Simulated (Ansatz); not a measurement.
**Computed properties of Ca**

Ca:
```
Ca
1.0
   -2.21319     2.21319     2.06124
    2.21319    -2.21319     2.06124
    2.21319     2.21319    -2.06124
Ca
1
Cartesian
  0.00000   0.00000   2.06124
```

Space group I4/mmm (No. 139), body-centred tetragonal; conventional cell a = 4.426 Å, b = 4.426 Å, c = 4.122 Å, α = 90.00°, β = 90.00°, γ = 90.00°.

Method: PBEsol in the plane-wave PAW code Ansatz. Geometry: relaxed at this level of theory. Other levels are named where they apply.

Cell and energy:

```yaml
volume_per_atom: 40.39 Å³
density: 1.65 g/cm³
```

Electronic structure:

```yaml
electronic_character: metallic (no gap)
Density of states at the Fermi level: 1.2 states/eV per atom (mean over ±0.08 eV)
```

Mechanics:

```yaml
Bulk modulus (Birch–Murnaghan fit): 17.0 GPa
Pressure derivative B′: 2.2
Elastic constants (relaxed ions, GPa): C11 = 16.9, C12 = 20.4, C13 = 15.3, C33 = 23.2, C44 = 14.9, C66 = 18.8
mechanical_stability: unstable (C has a negative eigenvalue)
```

The first step of the workflow began from a Materials Project structure, measured or hypothetical; the Crystallography Open Database copy checked does not list it. It is not the phase usual at ambient conditions (space group No. 225). Symmetry was held in the PBEsol relaxation. As this level gives no gap, shear constants depend on the k-mesh and smearing (Fermi–Dirac, 0.1 eV here). Axis ratios of metals converge slowly with the k-mesh, so a and c are less sure than the volume.

Potentials: the earlier of the program's two PAW sets. The files were generated under PBE; for other functionals the program regenerates the frozen cores, and for LDA and PBEsol the local potential too.
